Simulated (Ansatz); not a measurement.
Starting cell, Sc (hcp, Mg type):

```
Sc
1.0
    3.27721     0.00000     0.00000
   -1.63861     2.83815     0.00000
    0.00000     0.00000     5.08550
Sc
2
Direct
  0.33333   0.66667   0.75000
  0.66667   0.33333   0.25000
```

In this cell atom 1 (Sc, nearest neighbour Sc at 3.169 Å; its periodic images, 3.3 Å or more away, move with it) is moved by s along Cartesian x, unit vector (1.000, 0.000, 0.000); all other atoms and the cell stay fixed.

These are PBEsol (plane waves to 420 eV, PAW, scalar-relativistic; Ansatz, a program for electronic structure) values and carry that method's errors. k mesh 13×13×8 (Γ-centred), Fermi-Dirac smearing 0.05 eV. Energies are smeared free energies. With partly filled bands, energies and forces of such displacements shift with the k mesh and the smearing. Sc is run without spin polarisation. Sc was relaxed with its symmetry unable to fall. The PAW data are Ansatz's earlier set. The zero of ΔE is the undisplaced structure. The last digit holds for this mesh only.

```tsv
s (Å)	ΔE (meV/cell)
-0.630	withheld
-0.504	179.9
-0.378	105.0
-0.252	47.7
-0.126	12.0
0.000	0.0
0.126	12.0
0.252	47.7
0.378	105.0
0.504	179.9
0.630	withheld
```

Task: Fit an even polynomial form (powers 2, 4) to the given rows and predict ΔE at s = 0.630.

Result: Least squares on the 9 given rows: ΔE = (767.4)·s² + (-232.4)·s⁴, in meV/cell with s in Å; root-mean-square residual 0.09 meV/cell. At 0.630 the fit gives 268.0 meV/cell; the calculation gives 264.3 meV/cell, so the extrapolation is off by 3.7 (+1.4 %). The quadratic term alone would give 304.6 meV/cell.

(For displaced atoms, the force is minus the slope of the energy, and its curvature is a force constant, which sets phonon frequencies.)
